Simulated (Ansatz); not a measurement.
A geometry of Ti3Al away from equilibrium: step 2 of the relaxation of a generated cell, Ti3Al placed in the AFLOW prototype AB3_mC16_12_g_ij (D0_15, as in AlCl3). These are r2SCAN (plane waves to 500 eV, PAW, scalar-relativistic; Ansatz, a first-principles code) values and carry that method's errors. Γ-centred k-mesh 7×7×6 on the run's cell (coarser than for final values), Fermi–Dirac smearing 0.05 eV. The plane waves were selected for a different cell earlier on the path.

```yaml
crystal:
  lattice:
    - [2.79083, -4.83311, -0.00123]
    - [2.79083, 4.83311, -0.00123]
    - [-1.81957, 0.00000, 5.43641]
  atoms:
    - { symbol: Al, position: [0.83352, 0.16648, 0.00000] }
    - { symbol: Al, position: [0.16648, 0.83352, 0.00000] }
    - { symbol: Ti, position: [0.24296, 0.24296, 0.25618] }
    - { symbol: Ti, position: [0.75704, 0.75704, 0.74382] }
    - { symbol: Ti, position: [0.92175, 0.58314, 0.25518] }
    - { symbol: Ti, position: [0.41686, 0.07825, 0.74482] }
    - { symbol: Ti, position: [0.07825, 0.41686, 0.74482] }
    - { symbol: Ti, position: [0.58314, 0.92175, 0.25518] }
```

Task: What forces act on the atoms (eV/Å)?

Result: 
```json
[
 {"atom": "Al1", "Fx": "0.00", "Fy": "0.09", "Fz": "0.00"},
 {"atom": "Al2", "Fx": "0.00", "Fy": "-0.09", "Fz": "0.00"},
 {"atom": "Ti3", "Fx": "2.16", "Fy": "0.00", "Fz": "3.48"},
 {"atom": "Ti4", "Fx": "-2.16", "Fy": "0.00", "Fz": "-3.48"},
 {"atom": "Ti5", "Fx": "-1.03", "Fy": "1.81", "Fz": "3.34"},
 {"atom": "Ti6", "Fx": "1.03", "Fy": "1.81", "Fz": "-3.34"},
 {"atom": "Ti7", "Fx": "1.03", "Fy": "-1.81", "Fz": "-3.34"},
 {"atom": "Ti8", "Fx": "-1.03", "Fy": "-1.81", "Fz": "3.34"}
]
```

The path ends in C2/m (No. 12). No spin polarisation in the result.

The run could not lose the symmetry of its start, so the end can be a saddle point.

The end of the path is a generated cell of Ti3Al: the first start was made by placing the elements on the sites of a structure type, and the end was not matched to a known phase here, so it may be hypothetical. Known forms of Ti3Al include space group No. 194.
